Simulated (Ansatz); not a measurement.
C:
```
C
1.0
    3.79564     0.00000     0.00000
    0.00000     3.79564     0.00000
    0.00000     0.00000     4.67207
C
12
Cartesian
  3.50698   0.28866   3.50405
  1.60916   1.60916   0.00000
  0.28866   3.50698   1.16802
  2.18649   2.18649   2.33604
  2.35763   0.63404   2.49316
  1.26378   0.45981   3.66117
  1.43802   3.16160   0.15712
  2.53187   3.33584   1.32514
  0.45981   1.26378   1.01090
  3.16160   1.43802   4.51495
  3.33584   2.53187   3.34693
  0.63404   2.35763   2.17892
```

Relaxed with r²SCAN. Independent-particle spectrum: no excitons, no local fields, no scissors shift; 0.1 eV broadening; ε₁ of the summed bands alone.

Question: Tabulate the dielectric function from plane-wave PAW r²SCAN (Ansatz code).

Answer: 

```tsv
E (eV)	ε₁ xx	ε₂ xx	ε₁ zz	ε₂ zz
0.0	7.28	0.00	6.67	0.00
0.5	7.29	0.00	6.68	0.00
1.0	7.35	0.00	6.73	0.00
1.5	7.45	0.00	6.82	0.00
2.0	7.60	0.00	6.94	0.00
2.5	7.80	0.00	7.10	0.00
3.0	8.07	0.00	7.32	0.00
3.5	8.42	0.00	7.61	0.00
4.0	8.88	0.00	7.99	0.00
4.5	9.52	0.00	8.50	0.00
5.0	10.41	0.00	9.21	0.00
5.5	11.82	0.00	10.28	0.00
6.0	14.75	0.11	12.39	0.10
6.5	20.26	5.59	16.36	3.00
7.0	13.52	9.70	14.93	8.30
7.5	11.16	15.80	11.02	14.78
8.0	9.60	13.45	6.26	12.58
8.5	8.20	15.88	6.21	10.08
9.0	4.12	17.81	5.53	11.65
9.5	0.14	15.14	5.01	11.30
10.0	-2.50	13.53	2.71	12.75
10.5	-2.47	10.77	1.37	12.12
11.0	-2.70	9.36	-1.16	11.18
11.5	-3.30	8.56	-2.50	9.55
12.0	-3.93	7.24	-3.07	7.44
```

Question: From ε at 7.4 eV (xx: 13.74 + 16.11i), find n, k, the normal reflectivity and the absorption coefficient.

Answer: n = 4.18, k = 1.928, R = 45 %, α = 2kE/ħc = 1400000 cm⁻¹.

With all bands, ε∞ without local fields is 7.49 (xx = yy), 6.87 (zz).

Space group P4_12_12. The start of the workflow was typed in or built on a structure type; neither database checked (COD, Materials Project) lists it. It is not the phase usual at ambient conditions (space group No. 194, 227). The cell was relaxed with r²SCAN under the symmetry of its start; its stability against distortions is not shown here. The volume moved by 26 % from the start of the relaxation.

Potentials: the later of the program's two PAW sets.
